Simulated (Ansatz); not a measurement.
## Calculated with Ansatz: Ba$_{2}$ZnC$_{2}$, settings compared

input.yaml:

```yaml
crystal:
  lattice:
    - [0.0, 4.100071, 0.0]
    - [4.100071, 0.0, 0.0]
    - [2.050035, 2.050035, -6.44586]
  atoms:
    - { symbol: Ba, position: [0.3443, 0.3443, 0.3114] }
    - { symbol: Ba, position: [0.6557, 0.6557, 0.6886] }
    - { symbol: Zn, position: [0.0, 0.0, 0.0] }
    - { symbol: C, position: [0.1411, 0.1411, 0.7178] }
    - { symbol: C, position: [0.8589, 0.8589, 0.2822] }
  symmetry: { tolerance: 0.0003 }
kpoints:
  mp_grid: { grid: [5, 5, 5], shift: [0, 0, 0] }
magnetization:
  spin_polarized: false
scf:
  occupations: { method: fermi_dirac }
hamiltonian:
  pseudopotentials: { kind: paw }
  xc: r2scan
basis:
  ecutwfc: 500
output:
  forces: true
  stress: true
  eigenvalues: true
```

Run with:

```bash
ansatz run input.yaml --threads 1 --pin off --max-ram 2560MiB --backend cpu --events-out ev --progress --plain --runs-dir out
```

Origin of the cell: a known structure type with other elements, at an estimated volume, so it need not be a known compound.

The smearing width isn't typed, so it takes its default of 0.1 eV.

Output of this run (shortened):

```
Pseudopotentials: kind: paw
Pseudopotential: Ba, paw, valence charge 10, recommended cutoff 500 eV (meta_gga), Ba.paw.azcp
Pseudopotential: Zn, paw, valence charge 12, recommended cutoff 500 eV (meta_gga), Zn.paw.azcp
Pseudopotential: C, paw, valence charge 4, recommended cutoff 500 eV (meta_gga), C.paw.azcp
Functional definition: r2SCAN
  exchange = r2scan_x(k0 = k0, k1 = k1, a1 = a1)
  correlation = r2scan_c
Crystal: 5 atoms, lattice volume = 108.359 Å³
Basis set: ecut = 500 eV, 2775 PW (Γ), exchange–correlation on 120×120×216 points (64 copies of the dense FFT grid, shifted against one another)
Bands: 25, of which v1, the nominal top of the filled ones, is band 20 counted from 1 (19 counted from 0)
Symmetry: 16 space group operations
[… 11 lines left out …]
Initial density: superposition of atomic densities (neutral atoms: chi_scale 0, normalization atom), corrected by the library's trained network
Functional: x = r2scan, c = r2scan; τ floored in thin density (d = 2e-4 eV/Å³)
SCF iter   1: F=—  HF=-15754.498740 eV  Δρ=1.22e-2  dr2=1.39e-1  dr2_τ=1.17e-1
SCF iter   2: F=—  HF=-15754.653391 eV  Δρ=5.14e-3  dr2=2.59e-2  dr2_τ=9.61e-4
SCF iter   3: F=—  HF=-15754.644847 eV  Δρ=3.43e-3  dr2=1.70e-2  dr2_τ=2.38e-4
SCF iter   4: F=—  HF=-15754.641209 eV  Δρ=1.27e-3  dr2=2.85e-3  dr2_τ=4.25e-5
SCF iter   5: F=—  HF=-15754.640638 eV  Δρ=3.30e-4  dr2=2.99e-4  dr2_τ=1.64e-5
SCF iter   6: F=—  HF=-15754.640596 eV  Δρ=8.07e-5  dr2=1.76e-5  dr2_τ=4.06e-7
SCF iter   7: F=—  HF=-15754.640599 eV  Δρ=5.41e-5  dr2=4.00e-6  dr2_τ=2.45e-8
SCF iter   8: F=—  HF=-15754.640600 eV  Δρ=1.03e-5  dr2=2.76e-7  dr2_τ=5.13e-9
SCF iter   9: F=-15754.640600 eV  HF=-15754.640600 eV  Δρ=3.89e-6  dr2=4.99e-8  dr2_τ=2.31e-10
SCF 1 converged in 9 iterations: F = -15754.640600 eV  dr2 = 4.99e-8
SCF converged after 9 iterations
Free energy (F): -15754.640600 eV
Harris-Foulkes:  -15754.640600 eV  (|F-HF|=1.73e-8)
Internal energy: -15754.548649 eV  (E = F + TS)
E sigma→0 (E₀):  -15754.594625 eV
Entropy (-TS):   -0.091950 eV (-18.390 meV/atom)
Fermi energy:    8.942340 eV
--- Per-component energies (eV) ---
  E_band       = -26.400493
  E_kinetic    = 643.648108
  E_local      = -2658.452287  (includes V_loc(G=0)·N_el)
  E_nonlocal   = 772.982118
  E_hartree    = 1072.719049
  E_xc         = -535.602387
  E_vxc        = -483.409617  (∫ρ·V_xc dr)
  E_paw        = -12541.368423  (= ΣΔE_a)
  E_vpaw       = -471.339526  (= ΣTr[D̂ρ^β])
  E_aug_tail   = -0.000044  (compensation charges beyond the density's cutoff)
  E_vtau       = 24.729310  (kinetic-family band-sum trace: ∫τ·v_τ [+ j·A + Jᵃ·Aᵃ] dr)
  E_ewald      = -2508.383449
  E_core_change = -0.091334  (= ΣΔE_core)
  E_smearing   = -0.091950  (= −TS)
  Σ components = -15754.640600   (vs F -15754.640600, Δ=0.00e0)
--- Forces (eV/Å), atoms counted from 1 ---
  atom   1  Ba     0.000000     0.000000     1.010212
  atom   2  Ba    -0.000000    -0.000000    -1.010212
  atom   3  Zn     0.000000     0.000000     0.000000
  atom   4  C     -0.000000    -0.000000    -0.423394
  atom   5  C      0.000000     0.000000     0.423394
  max |Σ_I F_I| component: 5.55e-17 eV/Å
--- Stress (GPa, compression-positive) ---
        4.312267       0.000000       0.000000
        0.000000       4.312267       0.000000
        0.000000       0.000000      14.103885
  P = ⅓ Tr σ = 7.5761 GPa (75.761 kbar)
```

The same input was run again with these changes:

1. `scf.n_extra_bands` default → 4; `scf.occupations.method` fermi_dirac → methfessel_paxton; `scf.occupations.width` default → 0.15
2. `crystal.symmetry` { tolerance: 0.0003 } → { detect: false }
3. `basis.ecutwfc` 500 → "400 eV"; `scf.n_extra_bands` default → 16
4. `basis.ecutwfc` 500 → "300 eV"; `scf.mixing.algorithm` default → anderson; `scf.mixing.beta` default → 0.9; `scf.mixing.ndim` default → 4; `kpoints.mp_grid.shift` [0, 0, 0] → [0.5, 0.5, 0.5]

| run | end | SCF iterations | P (GPa) | max force component (eV/Å) | moment (μB) | ΔE(σ→0) (meV/atom) |
| --- | --- | --- | --- | --- | --- | --- |
| base | converged | 9 | 7.58 | 1.010 | – | 0 |
| 1 | converged | 9 | 7.43 | 0.986 | – | 1.54 |
| 2 | converged | 10 | 7.58 | 1.010 | – | 0.00 |
| 3 | converged | 9 | 7.57 | 1.009 | – | 2.64 |
| 4 | converged | 10 | 7.75 | 1.017 | – | 79.78 |

Energies are compared only where functional, datasets, charge and starting cell are the same.

Not properties of the system: run 4 (too coarse or loose: `basis.ecutwfc` = "300 eV").

Caveats of the base run: the k mesh is coarse if the cell is a metal.

Run 3: the cutoff lies below the datasets' advice.
Run 4: the cutoff lies below the datasets' advice; the k mesh keeps only part of the crystal's symmetry.

The base run took 11 s on 1 thread of Arm Neoverse V1 (shared host), peak memory 0.59 GiB, from the program's own first density.
